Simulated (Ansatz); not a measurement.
The cell is COD entry 1010041, as deposited and not checked against the literature; nothing was relaxed.

SbPt: DFT, LDA, all-electron PAW with datasets made for the crystal, scalar-relativistic (Ansatz 0.2.0).

Command: `ansatz run input.yaml --threads 1 --pin off --max-ram 4096MiB --backend cpu --events-out ev --progress --plain --runs-dir out` The run took 64 s on 1 thread of Arm Neoverse V1, on a shared host, peak memory 0.85 GiB.

```yaml
crystal:
  lattice:
    - [4.1299978706, 0.0, 0.0]
    - [-2.0649989353, 3.5766830735, 0.0]
    - [0.0, 0.0, 5.472]
  atoms:
    - { symbol: Sb, position: [0.3333333333, 0.6666666667, 0.25] }
    - { symbol: Sb, position: [0.6666666667, 0.3333333333, 0.75] }
    - { symbol: Pt, position: [0.0, 0.0, 0.0] }
    - { symbol: Pt, position: [0.0, 0.0, 0.5] }
kpoints:
  mp_grid: { grid: [11, 11, 8] }
  band_path:
    path:
      - [0.0, 0.0, 0.0]
      - [0.5, 0.0, 0.0]
      - [0.3333333333, 0.3333333333, 0.0]
      - [0.0, 0.0, 0.0]
      - [0.0, 0.0, 0.5]
      - [0.5, 0.0, 0.5]
      - [0.3333333333, 0.3333333333, 0.5]
      - [0.0, 0.0, 0.5]
      - [0.5, 0.0, 0.5]
    npoints: 8
scf:
  occupations: { method: fermi_dirac, width: 0.08 }
hamiltonian:
  xc: lda
  pseudopotentials: { kind: all_electron, datasets: crystal }
output:
  forces: true
  stress: true
  eigenvalues: true
  efg: { contact_densities: true }
```

Output:

```
hamiltonian.pseudopotentials.datasets: crystal makes datasets for this crystal and solves the spheres of its atoms anew in each pass: cutoff 260.0 eV, the density's 1040.0 eV; for an error of 0.50 meV an atom under PBE, 2.0 meV for the cell; an energy difference from a run of another recipe may be off by several times the error for the cell, under r2SCAN by more, where some 0.1 meV an atom stays at smaller errors; Sb in spheres of 1.376 Å, 5 of its electrons in bands, 10 on its site; Pt in spheres of 1.365 Å, 10 of its electrons in bands, 8 on its site; only band paths and densities of states list, in semicore columns, the levels of the semicore shells that are solved separately: 4d of Sb, 5s of Pt, 5p of Pt
band count auto-derived: 21 (N_el = 30.0; filled up to band 15; 19 by the electrons, moments and atoms)
Sb, Pt: output.efg is read without spin–orbit coupling, which moves field gradients at and beside such atoms by some per cent and up to a factor of two; PAW files take it under magnetization.noncollinear and magnetization.spin_orbit
Engine: ansatz 0.2.0
Pseudopotentials: kind: all_electron
Pseudopotential: Sb, paw, valence charge 15, recommended cutoff 260 eV (normal), Koelling and Harmon's equation, gaussian nucleus
Pseudopotential: Pt, paw, valence charge 18, recommended cutoff 260 eV (normal), Koelling and Harmon's equation, gaussian nucleus
Functional definition: SPW92
  exchange = slater_x
  correlation = pw_c
Crystal: 4 atoms, lattice volume = 80.831 Å³
Basis set: ecut = 260 eV, 759 PW (Γ)
Bands: 21, of which v1, the nominal top of the filled ones, is band 15 counted from 1 (14 counted from 0)
Symmetry: 24 space group operations
Space group: P63/mmc (ITA 194), of the structure as read, at distance tolerance 4.3e-5 Å
k-points: 80 of 968
Non-local potential: Sb, projectors of the file, l = 0: 1, l = 1: 1
Non-local potential: Pt, projectors of the file, l = 0: 1, l = 1: 1, l = 2: 2
PAW form: soft (Blöchl's): semilocal exchange-correlation on the pseudo side does not see the compensation charge
PAW one-centre angular grid: Sb, 110 points (default); XC on its mesh's 1863 points in the sphere
PAW one-centre angular grid: Pt, 590 points (default); XC on its mesh's 1813 points in the sphere
Initial density: superposition of atomic densities (neutral atoms: chi_scale 0, normalization atom)
Initial wavefunctions: pseudopotential atomic-orbital guess
Functional: x = slater, c = lda
iter 1 solved again at ethr=2.06e-2 eV; its pass at ethr=1.00e-1 eV (dr2=6.19e0 eV) is discarded
SCF iter   1: F=—  HF=-1353800.969856 eV  |F-HF|=—  |Δ(HF+E_count)|=         —  Δρ=7.27e-2  dr2=4.16e0  ethr=2.06e-2  ⟨swp⟩=3.1  Hψ=10751  notcnv=0
preconditioner: auto → Kerker (q_TF=auto, 2.313 Å⁻¹)  [metal: Δε(μ)=0.025 eV  Ē_g=8.050 eV  σ=0.080 eV  W_gap=0.08  n_scr=22 (ndim 8)  ℏωp=22.6 eV  f_vac=0.000  D(μ)=1.81/eV (n_scr^D=8)]
SCF iter   2: F=—  HF=-1353800.282790 eV  |F-HF|=—  |Δ(HF+E_count)|=   6.87e-1  Δρ=3.16e-2  dr2=7.24e-1  ethr=1.39e-2  ⟨swp⟩=2.6  Hψ=3408  notcnv=0
SCF iter   3: F=—  HF=-1353799.990658 eV  |F-HF|=—  |Δ(HF+E_count)|=   2.92e-1  Δρ=8.28e-3  dr2=9.86e-2  ethr=2.41e-3  ⟨swp⟩=3.1  Hψ=4000  notcnv=0
iter 4 solved again at ethr=1.73e-5 eV; its pass at ethr=3.29e-4 eV (dr2=5.18e-3 eV) is discarded
SCF iter   4: F=—  HF=-1353800.007758 eV  |F-HF|=—  |Δ(HF+E_count)|=   1.71e-2  Δρ=1.96e-3  dr2=5.17e-3  ethr=1.73e-5  ⟨swp⟩=2.0  Hψ=8461  notcnv=0  defer=1
SCF iter   5: F=—  HF=-1353800.006216 eV  |F-HF|=—  |Δ(HF+E_count)|=   1.54e-3  Δρ=1.02e-3  dr2=1.00e-3  ethr=1.72e-5  ⟨swp⟩=2.0  Hψ=2934  notcnv=0  defer=1
SCF iter   6: F=—  HF=-1353800.005934 eV  |F-HF|=—  |Δ(HF+E_count)|=   2.83e-4  Δρ=3.01e-4  dr2=1.35e-4  ethr=3.35e-6  ⟨swp⟩=2.6  Hψ=2990  notcnv=0
SCF iter   7: F=—  HF=-1353800.005907 eV  |F-HF|=—  |Δ(HF+E_count)|=   2.67e-5  Δρ=1.01e-4  dr2=1.18e-5  ethr=4.49e-7  ⟨swp⟩=2.4  Hψ=2983  notcnv=0
SCF iter   8: F=—  HF=-1353800.005907 eV  |F-HF|=—  |Δ(HF+E_count)|=   2.41e-7  Δρ=6.16e-5  dr2=4.68e-6  ethr=3.94e-8  ⟨swp⟩=3.0  Hψ=3215  notcnv=0
SCF iter   9: F=—  HF=-1353800.005906 eV  |F-HF|=—  |Δ(HF+E_count)|=   5.80e-7  Δρ=1.14e-5  dr2=1.68e-7  ethr=1.56e-8  ⟨swp⟩=2.0  Hψ=2932  notcnv=0
SCF iter  10: F=-1353800.005906 eV  HF=-1353800.005906 eV  |F-HF|=2.24e-8  |Δ(HF+E_count)|=   5.84e-8  Δρ=4.29e-6  dr2=2.59e-8  ethr=5.59e-10  ⟨swp⟩=3.1  Hψ=3859  notcnv=0
SCF 1 converged in 10 iterations: F = -1353800.005902 eV  dr2 = 2.59e-8
  Residual-converged pass: ⟨swp⟩=3.1  Hψ=3714  notcnv=0  max |occ|·‖R‖ = 6.7e-6 eV (tolerance 6.7e-6 eV)  dr2=2.66e-8  dr2_onsite=9.74e-9  max |Δocc| = 3.0e-9
  greatest PAW one-centre occupation: 0.832 electrons in one spin orbital (limit 2), on the Pt atom at site 3 (counted from 0), in its partial waves of l = 2
NSCF: frozen V_eff on 65 k-points
SCF converged after 10 iterations
Free energy (F): -1353800.005902 eV
Harris-Foulkes:  -1353800.005902 eV  (|F-HF|=2.24e-8)
Internal energy: -1353799.964520 eV  (E = F + TS)
E sigma→0 (E₀):  -1353799.985211 eV
Entropy (-TS):   -0.041383 eV (-10.346 meV/atom)
Past the cutoff: the bands carry plane waves up to 1.75 times it, of which those up to 1.5 times it add -0.000395 eV an atom, each by itself; the spheres take 0.000349 eV an atom off the energy for waves past 1.75 times it
By the cutoff:   a pressure is off by up to 0.008 GPa (1.2 times the spheres' own share and the shells' term, over an atom's volume, and 0.004 GPa: a bound that held against runs at twice the plane waves)
Past the cutoffs: a stress includes 0.0022 GPa for waves and charges beyond them, in addition to the slope of what the spheres take
In the spheres:  the bands' charges fall short by 9.1e-7 e at most (sound up to 1e-3), those of shells solved beside the bands by 7.4e-7 e (sound up to 5e-4)
Fermi energy:    20.498452 eV
--- Per-component energies (eV) ---
  The terms above E_closure are by the made datasets' own strengths, without shells solved beside the bands.
--- Forces (eV/Å), atoms counted from 1 ---
  atom   1  Sb    -0.00000000    -0.00000000     0.00000000
  atom   2  Sb     0.00000000     0.00000000     0.00000000
  atom   3  Pt    -0.00000000    -0.00000000     0.00000000
  atom   4  Pt     0.00000000     0.00000000     0.00000000
  max |Σ_I F_I| component: 2.31e-18 eV/Å
--- Stress (GPa, compression-positive) ---
        0.395233      -0.000000       0.000000
        0.000000       0.395233       0.000000
        0.000000       0.000000      -0.983773
  P = ⅓ Tr σ = -0.0644 GPa (-0.644 kbar)
  It holds what live shells' own plane waves past their cutoff add
--- PAW observables at the nuclei: V_zz in 10²¹ V/m², potentials from the cell's mean, atoms counted from 1 ---
  atom   1  Sb V_zz =    +1.654341   η = 0.0000   by run symmetry: allowed
            electrostatic potential = -8413.273568 V   contact ρ = 1344597.234598 e/Å³
  atom   2  Sb V_zz =    +1.654341   η = 0.0000   by run symmetry: allowed
            electrostatic potential = -8413.273568 V   contact ρ = 1344597.234598 e/Å³
  atom   3  Pt V_zz =    -5.526531   η = 0.0000   by run symmetry: allowed
            electrostatic potential = -16114.520815 V   contact ρ = 12031246.652847 e/Å³
  atom   4  Pt V_zz =    -5.526531   η = 0.0000   by run symmetry: allowed
            electrostatic potential = -16114.520815 V   contact ρ = 12031246.652847 e/Å³
--- Band table (eV; the first three rows and the last of 80) ---
  k-point 0: bands = ["7.4972", "11.4074", "13.4616", "14.4625", "14.4625", "14.5299", "16.0211", "16.0211", "16.8963", "16.8963", "18.3332", "18.3332", "20.4115", "20.4115", "21.2606", "22.8083", "22.9157", "24.1326", "24.1326"]
  k-point 1: bands = ["7.5801", "10.9809", "13.9451", "14.5302", "14.5302", "14.6487", "16.0764", "16.0764", "16.7669", "16.7669", "18.1130", "18.1130", "20.7197", "20.7197", "20.7797", "22.1782", "23.3026", "24.0626", "24.0626"]
  k-point 2: bands = ["7.8263", "10.2085", "14.7300", "14.7300", "14.8487", "14.9864", "16.2392", "16.2392", "16.4174", "16.4174", "17.6823", "17.6823", "19.9064", "21.1054", "21.3898", "21.3898", "23.8402", "23.8402", "24.0217"]
  k-point 79: bands = ["10.2031", "10.2031", "14.2883", "14.2883", "14.8000", "14.8000", "15.8579", "15.8579", "16.7999", "16.7999", "17.0479", "17.0479", "18.1871", "18.1871", "18.9034", "18.9034", "24.6341", "24.6341", "25.7799"]
```
